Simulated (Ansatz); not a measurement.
Relaxed-ion elastic tensor of Fe (bcc (W type), space group No. 229) in GPa (Voigt order), r²SCAN (plane waves, PAW; program Ansatz); density 7.88 g/cm³, 11.78 Å³ per atom.

```
     1    2    3     4     5     6
-  ---  ---  ---  ----  ----  ----
1  220  150  150   0.0   0.0   0.0
2  150  220  150   0.0   0.0   0.0
3  150  150  220   0.0   0.0   0.0
4  0.0  0.0  0.0  99.6   0.0   0.0
5  0.0  0.0  0.0   0.0  99.6   0.0
6  0.0  0.0  0.0   0.0   0.0  99.6
```

**Question.** Is the crystal mechanically stable?

**Answer.** Yes: the smallest eigenvalue of C is 69.4 GPa.

**Question.** Work out the Voigt, Reuss and Hill averages.

**Answer.** K_V = 173, K_R = 173, K_H = 173; G_V = 73.7, G_R = 57.0, G_H = 65.3 GPa.

**Question.** Give Young's modulus, Poisson's ratio, Pugh's ratio and the universal anisotropy index.

**Answer.** E = 9KG/(3K + G) = 174 GPa; ν = 0.33; K/G = 2.66 (ductile by the Pugh limit of 1.75); A_U = 5G_V/G_R + K_V/K_R − 6 = 1.46.

**Question.** Estimate the sound speeds and the Debye temperature.

**Answer.** v_l = √((K + 4G/3)/ρ) = 5750 m/s, v_t = √(G/ρ) = 2880 m/s, mean 3230 m/s; Θ = (h/k)(3n/4πV)^(1/3) v_m = 423 K.

**Question.** Give the Zener ratio and Young's modulus along [100], [110] and [111].

**Answer.** A = 2C44/(C11 − C12) = 2.87; 1/E = S11 − 2(S11 − S12 − S44/2)Γ with Γ = 0, 1/4, 1/3 gives 97.6, 180, 251 GPa.

Space group Im-3m (bcc (W type)). The cell was relaxed with r²SCAN under the symmetry of its start. Spin order of the final state: ferromagnetic, chosen from 4 collinear starts compared on coarse meshes (ties went to the first, and starts can fall back to one state), not a proven ground state. Textbook magnetic order: ferromagnetic. Other orbital occupations within this spin state were not tried. As this level gives no gap, shear constants depend on the k-mesh and smearing (Fermi–Dirac, 0.1 eV here).

Potentials: the later of the program's two PAW sets.
